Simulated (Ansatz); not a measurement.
# From the elastic tensor of AlGaN₂ at 5 GPa (stress–strain coefficients) to moduli and sound speeds

These are results of DFT PBEsol, scalar-relativistic, plane waves, PAW in Ansatz 0.2.0, not measurements. Plane waves to 420 eV; Γ-centred k mesh 12×12×6; fixed occupations. No spin polarisation.

The structure is trigonal, space group P3m1 (No. 156). The conventional cell has a = 3.122 Å, b = 3.122 Å, c = 5.054 Å, α = 90.00°, β = 90.00°, γ = 120.00°. Al (site symmetry 3m) is surrounded by 4 N at 1.88 to 1.89 Å. Ga (site symmetry 3m) has 4 N at 1.92 to 1.94 Å as nearest neighbours. N (site symmetry 3m) has 3 Al at 1.89 Å and 1 Ga at 1.94 Å as nearest neighbours. Around N (site symmetry 3m) lie 1 Al at 1.88 Å and 3 Ga at 1.92 Å.

Other phases may be more stable at this pressure.

Relaxed-ion constants (GPa, on the Cartesian axes of the calculation):
C11 = 382.3, C12 = 153.5, C13 = 117.0, C14 = 2.5, C22 = 382.3, C23 = 117.0, C24 = -2.5, C33 = 401.2, C44 = 97.1, C55 = 97.1, C56 = 2.5, C66 = 114.4 GPa; the others vanish.

Density 4.856 g/cm³; 4 atoms in 42.65 Å³.

The values that follow are for a polycrystal of randomly turned grains, by Hill's mean where one number stands.

```json
{"Bulk modulus, Voigt / Reuss / Hill": "215.6 / 215.6 / 215.6 GPa", "Shear modulus, Voigt / Reuss / Hill": "113.6 / 111.1 / 112.3 GPa", "Young's modulus": "287 GPa", "Poisson ratio": "0.278", "Pugh ratio B/G": "1.92", "Universal anisotropy index": "0.11", "Longitudinal and transverse sound speeds": "8675 and 4810 m/s", "Debye temperature from the mean sound speed": "725 K"}
```

Whether AlGaN2 exists in this form wasn't checked.

Cost: 1 run of about 5.2 core-minutes, on Intel Xeon 6975P-C (Granite Rapids) (shared hosts).